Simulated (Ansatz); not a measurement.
**Cu (Fm-3m), zone-centre modes**

Level of theory: Ansatz 0.2.0, DFT PBEsol, scalar-relativistic, plane waves, PAW. Cutoff 420 eV, Γ-centred 18×18×14 k-points, Gaussian smearing of 0.15 eV. No spin polarisation.

Reference structure (as given, not relaxed at this level):

```yaml
crystal:
  lattice:
    - [0.00000, -1.80750, -1.80750]
    - [0.00000, 1.80750, -1.80750]
    - [3.61500, 0.00000, 0.00000]
  atoms:
    - { symbol: Cu, position: [0.50000, 0.50000, 0.50000] }
    - { symbol: Cu, position: [0.00000, 0.00000, 0.00000] }
```

Harmonic modes by finite displacements of 0.02 Å, without the LO–TO term. The cell doubles the primitive one, so its zone centre also holds the primitive cell's point q = (0, 1/2, 1/2).

Q: At this geometry, is the structure stable against these modes?

A: Yes: no mode is imaginary beyond 10 cm⁻¹, and only the three translations lie near zero.

Q: List the wavenumbers in cm⁻¹.

A: 0, 0, 0, 167, 167, 233.

Cost: 1 run of about 0.44 core-minutes, on AMD EPYC 9R45 (Zen 5) (shared hosts).